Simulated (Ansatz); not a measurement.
# A strain series on Cl (Cmce): uniaxial along y, other directions held

A 4-atom cell of Cl (Cmce) from a materials database, relaxed with r2SCAN+rVV10 in the plane-wave code Ansatz, then strained (uniaxial along y, other directions held; changes of length per length, axes as in the cell below) with the atoms relaxed again within the symmetry that is left. Space group Cmce (No. 64), orthorhombic; conventional cell a = 6.250 Å, b = 4.014 Å, c = 8.147 Å, 25.55 Å³ an atom. Around Cl lie 1 Cl at 2.02 Å. (Simulation; spin polarisation is off.)

```
CELL_PARAMETERS angstrom
3.12524 -2.00725 0.00000
3.12524 2.00725 0.00000
0.00000 0.00000 8.14656
ATOMIC_POSITIONS crystal
Cl 0.87564 0.12436 0.60748
Cl 0.12436 0.87564 0.39252
Cl 0.62436 0.37564 0.10748
Cl 0.37564 0.62436 0.89252
```

Gaps are the least over each mesh (PBE 8×8×4, r2SCAN 8×8×4, HSE06 6×6×2 when unstrained) and the special points, which keep their unstrained names.

```csv
strain (%),"gap, PBE (eV)","gap, r2SCAN (eV)","gap, HSE06 (eV)","edges, HSE06"
-4.84,1.999,2.353,3.562,Γ
0.0,2.202,2.566,3.796,Γ
+4.75,2.384,2.743,3.956,"(0, 1/2, 1/2) → Γ"
```

Q: Estimate the row for a strain of -5.46 %.

A:
```csv
strain (%),"gap, PBE (eV)","gap, r2SCAN (eV)","gap, HSE06 (eV)","edges, HSE06"
-5.46,1.968,2.322,3.527,Γ
```

Between zero and the nearest strains the slope of the HSE06 gap against strain is +0.048 eV per percent for negative and +0.034 for positive strain.

The meshes of the hybrids are coarse, so their gaps aren't converged to the digits shown.
